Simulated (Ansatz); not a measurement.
Relaxation of a generated trial cell of Ti3Si in the AFLOW prototype A3B_hP8_194_h_c (D0_19, as in Ni3Sn); 8 atoms in the cell, which starts as P6₃/mmc (No. 194), hP8; a = 6.153 Å, b = 6.153 Å, c = 4.935 Å, α = 90.00°, β = 90.00°, γ = 120.00°. Calculation: r2SCAN (plane waves to 500 eV, PAW, scalar-relativistic; Ansatz, a quantum-chemistry and plane-wave program). Γ-centred k-mesh 6×6×7 on the run's cell, Fermi–Dirac smearing 0.05 eV. This is the first round of the run. 

The optimiser's lines from the output (shortened; P is positive under compression):

```
relax step   1: F+E_penalty+E_count = -16304.68287470 eV  Δ(F+E_penalty+E_count) = +0.000e0 eV  max|allowed force component| = 6.316e-1 eV/Å  Δτ_max = 0.0000 Å  P = -21.312 GPa  Ω = 161.831 Å³  (7 SCF iters, dr2 threshold 1.00e-7 eV, accepted)
relax step   2: F+E_penalty+E_count = -16307.39368736 eV  Δ(F+E_penalty+E_count) = -2.711e0 eV  max|allowed force component| = 7.439e-1 eV/Å  Δτ_max = 0.0468 Å  P = -13.124 GPa  Ω = 139.462 Å³  (7 SCF iters, dr2 threshold 8.00e-7 eV, accepted)
relax step   3: F+E_penalty+E_count = -16308.18007742 eV  Δ(F+E_penalty+E_count) = -7.864e-1 eV  max|allowed force component| = 5.568e-1 eV/Å  Δτ_max = 0.1065 Å  P = +5.743 GPa  Ω = 119.272 Å³  (8 SCF iters, dr2 threshold 8.00e-7 eV, accepted)
relax step   4: F+E_penalty+E_count = -16308.29132302 eV  Δ(F+E_penalty+E_count) = -1.112e-1 eV  max|allowed force component| = 2.471e-1 eV/Å  Δτ_max = 0.0517 Å  P = -0.725 GPa  Ω = 124.287 Å³  (8 SCF iters, dr2 threshold 8.00e-7 eV, accepted)
relax step   5: F+E_penalty+E_count = -16308.30285308 eV  Δ(F+E_penalty+E_count) = -1.153e-2 eV  max|allowed force component| = 7.693e-2 eV/Å  Δτ_max = 0.0227 Å  P = -0.468 GPa  Ω = 124.072 Å³  (6 SCF iters, dr2 threshold 8.00e-7 eV, accepted)
relax step   6: F+E_penalty+E_count = -16308.30498104 eV  Δ(F+E_penalty+E_count) = -2.128e-3 eV  max|allowed force component| = 2.100e-3 eV/Å  Δτ_max = 0.0056 Å  P = +0.019 GPa  Ω = 123.635 Å³  (6 SCF iters, dr2 threshold 5.65e-7 eV, accepted)
relax step   7: F+E_penalty+E_count = -16308.30497233 eV  Δ(F+E_penalty+E_count) = +8.707e-6 eV  max|allowed force component| = 7.433e-6 eV/Å  Δτ_max = 0.0001 Å  P = -0.001 GPa  Ω = 123.652 Å³  (5 SCF iters, dr2 threshold 2.39e-9 eV, accepted)
relax step   8: F+E_penalty+E_count = -16308.29294795 eV  Δ(F+E_penalty+E_count) = +1.202e-2 eV  max|allowed force component| = 3.493e-4 eV/Å  Δτ_max = 0.0000 Å  P = -0.096 GPa  Ω = 123.652 Å³  stress off target by 1.00e-1 GPa  SCF on the basis re-selected at this cell (its energy is not comparable with the rows above)  (7 SCF iters)
relax step   9: F+E_penalty+E_count = -16308.29300926 eV  Δ(F+E_penalty+E_count) = -6.131e-5 eV  max|allowed force component| = 5.088e-5 eV/Å  Δτ_max = 0.0000 Å  P = -0.001 GPa  Ω = 123.571 Å³  (4 SCF iters, dr2 threshold 2.50e-8 eV, accepted)
relax step  10: F+E_penalty+E_count = -16308.29295872 eV  Δ(F+E_penalty+E_count) = +5.054e-5 eV  max|allowed force component| = 7.176e-5 eV/Å  Δτ_max = 0.0000 Å  P = -0.002 GPa  Ω = 123.571 Å³  stress off target by 2.28e-3 GPa  SCF on the basis re-selected at this cell (its energy is not comparable with the rows above)  (5 SCF iters)
```

From the first to the last row the energy changes by -0.45 eV/atom and the volume by -23.6 %. The last row is marked as not comparable with the walk above it, whose basis was carried along; it does compare with step 1, since both stand on a basis selected at the nominal cutoff for their own cell.

Later rounds, restarted from the end of this one on a renewed k-mesh, logged 8 more steps and released under 0.01 eV/atom more. The final structure after all rounds: P6₃/mmc (No. 194), hP8, AFLOW prototype A3B_hP8_194_h_c (D0_19, as in Ni3Sn); a = b = 5.6299 Å, c = 4.5021 Å, α = β = 90.00°, γ = 120.00°. Between re-selections the logged energies stand on a plane-wave basis carried along with the cell. No spin polarisation in the result.

The run could not lose the symmetry of its start.

The first start was generated by placing the elements on the sites of a structure type. Materials Project lists a structure of Ti3Si in the same space group, P6₃/mmc (No. 194); the sites were not compared with it, nor with measured phases.
